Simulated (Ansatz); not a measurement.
The guess for ScCoC₄N₄ was made by a generator: two interpenetrating cyanide-bridged diamond nets (P-43m, No. 215). The dimensions are guesses.

```cif
data_structure
_symmetry_space_group_name_H-M 'P-43m'
_symmetry_Int_Tables_number 215
_cell_length_a 6.0125
_cell_length_b 6.0125
_cell_length_c 6.0125
_cell_angle_alpha 90.000
_cell_angle_beta 90.000
_cell_angle_gamma 90.000
_cell_volume 217.36
loop_
_atom_site_label
_atom_site_type_symbol
_atom_site_symmetry_multiplicity
_atom_site_Wyckoff_symbol
_atom_site_fract_x
_atom_site_fract_y
_atom_site_fract_z
_atom_site_occupancy
Sc1 Sc 1 b 0.50000 0.50000 0.50000 1
Co1 Co 1 a 0.00000 0.00000 0.00000 1
C1 C 4 e 0.18408 0.18408 0.18408 1
N1 N 4 e 0.29643 0.29643 0.29643 1
```

Method: DFT PBE, scalar-relativistic, plane waves, PAW (Ansatz 0.2.0). Cutoff 420 eV, Gaussian smearing, Γ-centred meshes. Cell and atoms relax first on a coarse mesh and then on a finer one. In between, the cell is made exact in the group found at 0.06 Å. In metals the finer mesh still leaves noise of several meV/atom or more. The steps can't lower the symmetry of their start. Collinear spin, starting moments Co 3.0 μB.

A guess keeps its type if space group and coordination stay and the shape of the cell changes little (axis ratios within about 15 %, angles within 6°); the volume may change.

**Question.** Does it keep its structure type, or change into something else?

**Answer.** It keeps its type. The symmetry stays P-43m (No. 215). The volume per atom shrinks by 4.2 %, from 21.7 to 20.8 Å³. The shortest distance goes from 1.17 Å (C–N) to 1.18 Å (C–N). Counting neighbours within 15 % of an atom's shortest distance, the start has C 1, Co 4, N 1, Sc 4 and the end C 1, Co 4, N 1, Sc 4.

The zero of energy is the elements' standard structures at the same level (N₂ as a molecule); no fitted shifts are applied.

**Question.** At what energy does it end?

**Answer.** +0.02 eV/atom. The formation energy is too near zero to say whether this cell lies below the elements.

The last run used collinear spin, a 6×6×6 mesh for its 10-atom cell and Gaussian smearing of 0.10 eV. The k mesh leaves some 4 meV/atom of noise in the energy of each metallic cell. In such compounds of Co a zero gap at this level may well be an artefact, since no Hubbard U is applied. The reference form of C is held partly by dispersion forces, which this level lacks. The magnetic state reached may not be the lowest. Symmetry constrained the relaxation, so the result can be a saddle point.
